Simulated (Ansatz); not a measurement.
Start of a relaxation, 2 H2O a cell, tilted, over a bridge Al-Al site (Al, Fm-3m (No. 225), (1 1 1) face):

```
CELL_PARAMETERS angstrom
8.44864 0.00000 0.00000
-4.22432 7.31673 0.00000
0.00000 0.00000 23.05106
ATOMIC_POSITIONS crystal
Al 0.22222 0.11111 0.34706
Al 0.22222 0.44444 0.34706
Al 0.22222 0.77778 0.34706
Al 0.55556 0.11111 0.34706
Al 0.55556 0.44444 0.34706
Al 0.55556 0.77778 0.34706
Al 0.88889 0.11111 0.34706
Al 0.88889 0.44444 0.34706
Al 0.88889 0.77778 0.34706
Al 0.44444 0.22222 0.44962
Al 0.44444 0.55556 0.44962
Al 0.44444 0.88889 0.44962
Al 0.77778 0.22222 0.44962
Al 0.77778 0.55556 0.44962
Al 0.77778 0.88889 0.44962
Al 0.11111 0.22222 0.44962
Al 0.11111 0.55556 0.44962
Al 0.11111 0.88889 0.44962
Al 0.66667 0.33333 0.55229
Al 0.66667 0.66667 0.55229
Al 0.66667 0.00000 0.55229
Al 0.00000 0.33333 0.55229
Al 0.00000 0.66667 0.55229
Al 0.00000 0.00000 0.55229
Al 0.33333 0.33333 0.55229
Al 0.33333 0.66667 0.55229
Al 0.33333 0.00000 0.55229
O 0.38015 0.92999 0.66215
H 0.32774 0.80441 0.64658
H 0.50000 0.00000 0.64253
O 0.06458 0.44428 0.66301
H 0.19063 0.51175 0.64745
H 0.00000 0.50000 0.64340
```

Theory: Ansatz 0.2.0, DFT PBE+D3(BJ), scalar-relativistic, plane waves, PAW. Settings: cutoff 420 eV, Γ-centred mesh 3×3×1 on the computed 33-atom cell, Gaussian smearing of 0.10 eV; no spin polarisation. A dipole correction removes the field between periodic images along c.

Atoms 1, 2, 3, 4, 5, 6, 7, 8, 9 (counted from 1) are held. The cell is fixed. Force threshold 0.04 eV/Å.

```tsv
step	E − E_final (eV)	largest force (eV/Å)
1	0.536	0.547
2	0.334	1.252
3	0.219	0.751
4	0.108	0.634
5	0.053	0.220
6	0.031	0.059
7	0.034	0.119
8	0.022	0.055
9	0.015	0.102
10	0.006	0.248
11	0.004	0.196
12	0.002	0.132
13	0.001	0.100
14	0.000	0.072
15	0.000	0.034
16	0.000	0.034
```

Task: What is the final structure?

Result:
```xyz
33
Lattice="8.4486 0.0000 0.0000 -4.2243 7.3167 0.0000 0.0000 0.0000 23.0511" Properties=species:S:1:pos:R:3 pbc="T T T"
Al    1.4081    0.8130    8.0000
Al    0.0000    3.2519    8.0000
Al   -1.4081    5.6908    8.0000
Al    4.2243    0.8130    8.0000
Al    2.8162    3.2519    8.0000
Al    1.4081    5.6908    8.0000
Al    7.0405    0.8130    8.0000
Al    5.6324    3.2519    8.0000
Al    4.2243    5.6908    8.0000
Al    2.8238    1.5994   10.4539
Al    1.4077    4.0775   10.4974
Al   -0.0273    6.5048   10.5302
Al    5.6433    1.6266   10.4355
Al    4.2261    4.0620   10.4511
Al    2.8094    6.4923   10.4245
Al   -0.0007    1.6346   10.4065
Al   -1.3867    4.0485   10.4986
Al   -2.7807    6.5051   10.4110
Al    4.2401    2.4582   12.8988
Al    2.8360    4.8893   12.8832
Al    5.6441    0.0109   12.8554
Al   -1.3875    2.4166   13.1006
Al   -2.7871    4.8834   12.8420
Al    0.0128    0.0103   12.7884
Al    1.4152    2.4556   12.8532
Al    0.0349    4.8865   13.0312
Al    2.7986    0.0207   13.0986
O     2.9507   -0.0111   15.2329
H     3.4924   -0.8326   15.3363
H     3.5731    0.7323   15.4025
O     7.0256    2.5796   15.2350
H     7.5688    3.4026   15.3314
H     6.0981    2.8706   15.3914
```

The end is the local minimum or symmetric point that this start leads to. The slab is only 4.6 Å thick, so the energy isn't converged with thickness.

Cost: 1 run of about 23 core-minutes, on Intel Xeon Platinum 8488C (Sapphire Rapids) (shared hosts).